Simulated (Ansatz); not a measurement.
K₃NaS₂: short molecular dynamics at 1200 K

Theory: Ansatz 0.2.0, DFT PBEsol, scalar-relativistic, plane waves, PAW. Settings: plane waves to 420 eV, k-mesh 2×2×2 (shifted by 0.5, 0.5, 0.5 steps), Fermi–Dirac smearing 0.1 eV. The mesh is coarse. No spin polarisation.

18 atoms, starting at 1.04 times the perfect crystal's volume (space group P-6m2, the cell as given, not relaxed at this level); Langevin thermostat at 1200 K (friction 0.05 fs⁻¹), fixed cell; 22 steps of 6 fs. The run is short and not equilibrated. The time step is on the long side.

First frame:

```
K Na S
1.0
     7.74237   -4.47006    0.00000
     0.00000   -8.94012    0.00000
     2.58079   -4.47006   -7.46991
K Na S
9 3 6
Direct
  0.24923 0.58257 0.25230
  0.91590 0.24923 0.25230
  0.58257 0.91590 0.25230
  0.08410 0.41743 0.74770
  0.75077 0.08410 0.74770
  0.41743 0.75077 0.74770
  0.66667 0.33333 0.00000
  0.33333 0.00000 0.00000
  0.00000 0.66667 0.00000
  0.83333 0.83333 0.50000
  0.50000 0.50000 0.50000
  0.16667 0.16667 0.50000
  0.83333 0.50000 0.50000
  0.50000 0.16667 0.50000
  0.16667 0.83333 0.50000
  0.66667 0.66667 0.00000
  0.33333 0.33333 0.00000
  0.00000 0.00000 0.00000
```

```yaml
Mean_temperature_over_the_second_half: 1249 K
Mean_pressure_over_the_second_half_kinetic_part_included: 0.1 GPa
Mean_potential_energy_above_the_perfect_crystal_as_given_at_volume_ratio_1;_besides_heat_the_difference_comes_from_the_volume_4_%_larger_and_the_crystal's_own_pressure_of_-1.2_GPa;_its_own_run_had_another_smearing_without_effect_beside_its_gap: 103 meV/atom
Mean-square_drift_of_K_from_first_to_last_step_mean_shift_of_all_atoms_removed: 0.14 Å²
Mean-square_drift_of_Na_from_first_to_last_step_mean_shift_of_all_atoms_removed: 0.40 Å²
Mean-square_drift_of_S_from_first_to_last_step_mean_shift_of_all_atoms_removed: 0.25 Å²
```

Pair distribution functions g(r), second half of the run, up to half the cell's height:

```
r (Å) K-K  K-Na K-S  Na-S
 2.35  0.0   0.0  0.0   0.0
 2.45  0.0   0.0  0.0   1.6
 2.55  0.0   0.0  0.0   2.0
 2.65  0.0   0.0  0.0   1.6
 2.75  0.0   0.2  0.3   2.5
 2.85  0.0   0.2  1.0   2.6
 2.95  0.3   0.1  4.2   3.3
 3.05  0.6   0.4  4.8   3.7
 3.15  1.7   2.4  2.9   1.7
 3.25  0.7   2.0  2.6   2.5
 3.35  2.1   4.0  2.7   3.6
 3.45  2.9   2.2  2.4   2.1
 3.55  1.8   1.8  1.8   0.6
```

Along the run (potential energy from its first value; pressure with the kinetic part):

| t (fs) | T (K) | ΔE_pot (meV/atom) | P (GPa) |
| --- | --- | --- | --- |
| 0.0 | 1133 | 0.0 | -1.3 |
| 6.0 | 1354 | 2.3 | -1.2 |
| 12.0 | 1100 | 7.4 | -1.2 |
| 18.0 | 1115 | 14.5 | -1.1 |
| 24.0 | 996 | 22.6 | -1.0 |
| 30.0 | 1148 | 30.7 | -0.8 |
| 36.0 | 914 | 39.6 | -0.8 |
| 42.0 | 972 | 47.5 | -0.7 |
| 48.0 | 981 | 51.0 | -0.6 |
| 54.0 | 1020 | 52.6 | -0.6 |
| 60.0 | 1184 | 57.7 | -0.4 |
| 66.0 | 1129 | 64.8 | -0.3 |
| 72.0 | 1510 | 71.6 | 0.0 |
| 78.0 | 1450 | 80.1 | 0.1 |
| 84.0 | 1482 | 91.5 | 0.3 |
| 90.0 | 728 | 100.8 | 0.2 |
| 96.0 | 860 | 105.0 | 0.3 |
| 102.0 | 905 | 107.0 | 0.3 |
| 108.0 | 1316 | 101.8 | 0.4 |
| 114.0 | 1376 | 92.4 | 0.2 |
| 120.0 | 1340 | 89.3 | 0.0 |
| 126.0 | 1610 | 94.1 | 0.2 |
| 132.0 | 1279 | 104.8 | 0.1 |

Cost: 1 run of about 13 core-minutes (earlier runs that led there not counted), on Arm Neoverse N1 (shared hosts).